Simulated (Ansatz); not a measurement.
TiAl₃ (D022 type, space group I4/mmm)

```
CELL_PARAMETERS angstrom
     -1.92295     1.92295     4.30988
      1.92295    -1.92295     4.30988
      1.92295     1.92295    -4.30988
ATOMIC_POSITIONS crystal
  Al 0.50000 0.50000 0.00000
  Al 0.75000 0.25000 0.50000
  Al 0.25000 0.75000 0.50000
  Ti 0.00000 0.00000 0.00000
```

Two coordinates are scanned: the volume, and the ratio of the stretch along z (the conventional c axis) to the stretch across it. Atoms keep their fractional coordinates.

All values below come from PBE (plane waves to 420 eV, PAW, scalar-relativistic; Ansatz, a first-principles code). k mesh 17×17×17 (Γ-centred), Fermi-Dirac smearing 0.05 eV. Compression counts positive. With partly filled bands, the response to shear is sensitive to the k mesh, so small differences along c/a are uncertain. TiAl3 is run without spin polarisation. TiAl3 was relaxed with its symmetry unable to fall.

At one point of the scan the stress tensor (GPa) is:

```
    3.1      0.0      0.0
    0.0      3.1      0.0
    0.0      0.0      2.9
```

**Question.** Which point is it?
A) V/V₀ = 0.987, (c/a)/(c/a)₀ = 0.960
B) V/V₀ = 0.987, (c/a)/(c/a)₀ = 0.920
C) V/V₀ = 1.000, (c/a)/(c/a)₀ = 1.080
D) V/V₀ = 0.973, (c/a)/(c/a)₀ = 1.000

**Answer.** D, V/V₀ = 0.973, (c/a)/(c/a)₀ = 1.000

(A scan under strain: stresses follow from slopes of the energy per volume, elastic moduli from its curvatures.)
